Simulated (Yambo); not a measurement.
A G0W0@PBEsol run in Yambo for NH4Br (space group P-43m, No. 215) (4×4×4 Γ-centred k mesh, 141 bands and a 10 Ry block in the screening, 141 bands in G with the Bruneval-Gonze terminator, plasmon pole fitted at 27.2 eV) gives these matrix elements, in eV, at the band edges (M → Γ):

```json
[
 {"state": "valence edge", "E0": "0.000", "<Vxc>": "-12.869", "<Σx>": "-16.580", "<Σc(E0)>": "1.665", "Z": "0.817"},
 {"state": "conduction edge", "E0": "4.091", "<Vxc>": "-9.315", "<Σx>": "-5.070", "<Σc(E0)>": "-3.325", "Z": "0.852"}
]
```

Q: Solve the linearised quasiparticle equation for both states, give the gap, and say how exchange and correlation each act on it.

A: E = E0 + Z(Σx + Σc − Vxc). Valence: 0.000 + 0.817 × (-16.580 + (1.665) − (-12.869)) = -1.67 eV. Conduction: 4.091 + 0.852 × (-5.070 + (-3.325) − (-9.315)) = 4.87 eV. The gap is 6.55 eV, against 4.09 eV in PBEsol. Replacing Vxc by bare exchange alone would open it by 7.96 eV; correlation takes back 4.99 eV of that, and Z scales what is left. Nearest settings tried, and what they do to the gap: 45 bands in W, 45 bands in G: -102 meV. Not varied: block, mesh. So the settings aren't converged at that level. Spin-orbit splittings are left out.

Geometry of the Materials Project entry, not relaxed at this level; primitive cell a = b = c = 4.0001 Å, α = β = γ = 90.00°.
